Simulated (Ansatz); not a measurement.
AlRu2C:
```cif
data_C2Al2Ru4
_chemical_formula_sum 'Al2 Ru4 C2'
_space_group_name_H-M_alt 'P63/mmc'
_space_group_IT_number 194
_space_group_name_Hall '-P 6c 2c'
_cell_length_a 2.86334
_cell_length_b 2.86334
_cell_length_c 13.32906
_cell_angle_alpha 90.000
_cell_angle_beta 90.000
_cell_angle_gamma 120.000
loop_
_atom_site_label
_atom_site_type_symbol
_atom_site_symmetry_multiplicity
_atom_site_Wyckoff_symbol
_atom_site_fract_x
_atom_site_fract_y
_atom_site_fract_z
_atom_site_occupancy
Al1 Al 2 d 0.66667 0.33333 0.25000 1
Ru1 Ru 4 f 0.33333 0.66667 0.09558 1
C1 C 2 a 0.00000 0.00000 0.00000 1
```

Relaxed with PBEsol.

Task: Which orbitals make up the states near the Fermi level in PBEsol (plane waves, PAW; program Ansatz)?

Result: Within 0.5 eV of the Fermi level: Ru 4d 78 %, C 2p 9 %, Al 3p 6 %. Projections are on Löwdin-orthogonalised atomic valence shells; empty p or d shells of many metals are not among them.

Task: Tabulate the density of states.

Result: States/eV per cell of 8 atoms, in 0.25 eV bins, energy from the Fermi level.

```
E (eV)  total  Ru 4d  C 2p  Al 3p
------  -----  -----  ----  -----
-7.85    2.89   0.95  0.78   0.47
-7.60    3.60   1.30  1.22   0.40
-7.35    2.99   1.13  1.10   0.27
-7.10    3.02   1.24  1.24   0.16
-6.85    2.64   1.14  0.88   0.22
-6.60    6.06   3.18  1.95   0.31
-6.35    7.21   3.77  2.75   0.21
-6.10    5.93   2.69  2.26   0.43
-5.85    4.76   2.31  1.66   0.35
-5.60    2.71   1.44  0.69   0.28
-5.35    2.85   1.59  0.71   0.29
-5.10    4.60   2.56  1.22   0.47
-4.85    8.06   4.68  2.27   0.55
-4.60    6.02   3.88  0.80   0.45
-4.35    4.66   3.69  0.15   0.40
-4.10    6.20   4.88  0.13   0.74
-3.85    2.59   1.79  0.08   0.51
-3.60    6.88   4.66  0.24   1.45
-3.35    6.46   4.42  0.25   1.19
-3.10    8.43   6.08  0.32   1.33
-2.85    8.89   5.92  0.40   1.89
-2.60    3.81   3.23  0.11   0.35
-2.35    3.88   3.43  0.17   0.20
-2.10    3.69   3.31  0.16   0.14
-1.85    4.03   3.67  0.16   0.14
-1.60    5.43   5.00  0.16   0.18
-1.35    4.81   4.36  0.13   0.20
-1.10    5.10   4.56  0.14   0.20
-0.85    8.82   7.86  0.33   0.28
-0.60    6.07   5.47  0.23   0.19
-0.35    4.96   4.06  0.36   0.25
-0.10    5.55   4.24  0.55   0.32
0.15     6.31   4.72  0.67   0.46
0.40     4.53   3.49  0.47   0.34
0.65     4.26   2.91  0.63   0.50
0.90     3.26   1.97  0.60   0.49
1.15     1.90   1.00  0.41   0.34
1.40     1.97   1.01  0.40   0.40
1.65     2.84   1.45  0.48   0.67
1.90     3.47   1.68  0.74   0.75
2.15     5.36   2.66  1.18   0.90
2.40     3.70   1.68  0.93   0.55
2.65     3.52   1.52  0.95   0.52
2.90     3.40   1.42  0.90   0.41
3.15     4.42   1.63  0.89   0.57
3.40     5.50   2.02  1.19   0.71
3.65     5.34   1.96  1.33   0.75
3.90     5.02   1.76  1.53   0.64
4.15     4.29   1.44  1.73   0.43
4.40     3.91   1.22  1.28   0.48
4.65     2.59   0.67  0.46   0.47
```

Space group P6_3/mmc. The start of the workflow was typed in or built on a structure type; neither database checked (COD, Materials Project) lists it. Whether it is the stable phase at ambient conditions was not checked. The PBEsol relaxation kept the symmetry of its start; whether a distortion lowers the energy is not shown. No spin polarisation was allowed. Scalar-relativistic: spin–orbit coupling is off unless named, which matters more the heavier the elements.

Potentials: the later of the program's two PAW sets.
